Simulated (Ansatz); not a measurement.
BaTe (rock salt, Fm-3m) at seven volumes, PBEsol in the plane-wave PAW code Ansatz, scaled uniformly. One row is withheld.

| V (Å³/atom) | P (GPa) |
|---|---|
| 38.047 | 3.73 |
| 39.301 | ? |
| 40.556 | 1.05 |
| 41.810 | 0.00 |
| 43.064 | -0.89 |
| 44.318 | -1.64 |
| 45.573 | -2.29 |

Question: Fit the shown pressures and predict the withheld one.

Answer: P = (3/2)B₀(x^(7/2) − x^(5/2))[1 + (3/4)(B′ − 4)(x − 1)] with x = (V₀/V)^(2/3). Least squares on the six rows gives V₀ = 41.813 Å³/atom, B₀ = 32.1 GPa, B′ = 4.40. At V = 39.301, x = 1.0422 and P = 2.28 GPa. The run itself gave 2.28 GPa.

The PBEsol relaxation kept the symmetry of its start. Scalar-relativistic: spin–orbit coupling is off unless named, which matters more the heavier the elements.

Potentials: the later of the program's two PAW sets.
